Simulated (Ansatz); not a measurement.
Method: DFT PBE, scalar-relativistic, plane waves, PAW in Ansatz 0.2.0. All cells share a 420 eV cutoff and Γ-centred k meshes spaced at most about 0.3 Å⁻¹ (about 0.25 or finer for metals, 2π included). No spin polarisation in the final relaxations.

These are static total energies at zero pressure. All come from trial cells, and lower structures may exist.

Question: Order these relaxed structures of InGaTe3 by energy, lowest first, with the energy over the lowest of them.
A. Space group P6/mmm (No. 191), hexagonal, a = 6.333 Å, c = 5.530 Å. Around In lie 2 Ga at 2.76 Å; Ga is surrounded by 2 In at 2.76 Å and 6 Te at 3.17 Å; Te has 4 Te at 3.17 Å and 2 Ga at 3.17 Å.
B. Space group Pm-3m (No. 221), cubic, a = 5.470 Å. In has 12 Te at 3.87 Å; around Ga lie 6 Te at 2.74 Å; around Te lie 2 Ga at 2.74 Å, 4 In at 3.87 Å and 8 Te at 3.87 Å.
C. Space group R-3m (No. 166), trigonal, a = 6.705 Å, c = 14.625 Å. In has 6 Te at 3.11 Å; Ga is surrounded by 6 Te at 3.35 Å; Te has 2 In at 3.11 Å, 2 Ga at 3.35 Å and 4 Te at 3.35 Å.
D. Space group P6mm (No. 183), hexagonal, a = 5.374 Å, c = 8.869 Å. Around In lie 1 Ga at 2.71 Å, 6 Te at 3.25 Å and 1 Te at 3.77 Å; Ga has 1 Te at 2.40 Å and 1 In at 2.71 Å; around Te on a site of symmetry 3m lie 3 Te at 3.10 Å and 3 In at 3.25 Å; Te on a site of symmetry 6mm is surrounded by 1 Ga at 2.40 Å.

Answer: C (0 meV/atom), B (22 meV/atom), A (96 meV/atom), D (192 meV/atom). Forms: C R-3m; B cubic perovskite type, Pm-3m; A P6/mmm; D P6mm. Counting Te atoms around Ga and In (those within 1.25 times the shortest such distance or 1.15 times the sum of covalent radii; a plus sign parts nearer from farther groups; the shortest distance is added where it is long for a bond): C has In 6, Ga 6 from 3.4 Å; B has In 12 from 3.9 Å, Ga 6; A has In 12 from 4.2 Å, Ga 6 from 3.2 Å; D has In 6+1, Ga 1. Even the lowest lies +0.12 eV/atom against the elements.

Spin–orbit coupling, which can matter for Te, is left out. Cells relaxed within their symmetry can be saddle points. Some types were kept out of the candidates beforehand, so the set may lack a known form.
